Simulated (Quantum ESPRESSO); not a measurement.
# Au4Hf2TiZr in 6 site orders

Calculated results; nothing here was measured. They come from Quantum ESPRESSO 7.5, a public plane-wave density functional program. Each row is one single-point run on a made-up periodic cell of eight metal atoms, with elements, volume, strain and displacements drawn at random and not relaxed, so a cell may be unstable or far from any real phase. There is no spin polarisation or spin-orbit coupling.

Settings: PBE unless stated; PseudoDojo standard norm-conserving files; Fermi-Dirac width 0.25 eV, which means electrons at about 2900 K; cutoff 1143 eV; 5 x 5 x 4 k mesh shifted half a step off Gamma. E is the free energy of the whole cell (internal energy minus TS), so a -TS column is already part of it. Stress is positive in tension, and the pressure P is minus a third of its trace.

Checks: one run of this series was repeated at a higher cutoff and on a denser mesh, which moved values by no more than 0.005 eV, 0.03 GPa and 0.005 eV/Å, and a second program with other atomic files agreed on it to 2 % rms in force and 0.5 GPa in pressure. Known limits: heavy elements are run without spin-orbit coupling, which real alloys of them have; a spin test at this wide smearing found no moment, but such smearing suppresses magnetism that the real alloy may have.

The lattice is hexagonal close-packed, and the cell vectors in Å are (4.432, -2.425, -0.058); (-2.920, -0.049, -4.683); (3.079, 5.065, -0.046), a volume of 141.28 Å³. The runs put one composition on the same eight displaced sites in different orders. E is counted from run 1, and the rms force is over all 24 components. Nothing is relaxed, so E mixes bonding between neighbours with strain on unrelaxed sites, and it is not an ordering energy.

| run | elements on sites 1 to 8 | E (eV) | -TS (eV) | rms force (eV/Å) | largest force (eV/Å) | P (GPa) |
|---|---|---|---|---|---|---|
| 1 | Au Zr Hf Hf Ti Au Au Au | 0.000 | -1.472 | 0.663 | 1.63 | 13.85 |
| 2 | Au Au Au Hf Ti Au Zr Hf | 0.362 | -1.482 | 0.595 | 1.64 | 13.97 |
| 3 | Ti Au Au Hf Au Hf Au Zr | 0.170 | -1.399 | 0.682 | 1.91 | 13.80 |
| 4 | Au Hf Hf Zr Au Au Ti Au | 0.159 | -1.482 | 0.631 | 1.94 | ? |
| 5 | Au Zr Hf Au Ti Hf Au Au | 0.510 | -1.539 | 0.675 | 1.70 | 14.50 |
| 6 | Au Zr Au Au Ti Hf Au Hf | 0.591 | -1.576 | 0.623 | 1.47 | 14.43 |

## Worked fit

A straight line through the runs shown gives P = 13.72 + 1.21 E GPa with E in eV, an error of 0.37 on the slope and a scatter of 0.18 GPa. At this fixed volume the orders of higher energy tend to have the higher pressure.

## Withheld value

Question: what pressure should run 4 give?

The fit gives 13.91 ± 0.20 GPa. The calculation gave 13.57 GPa.
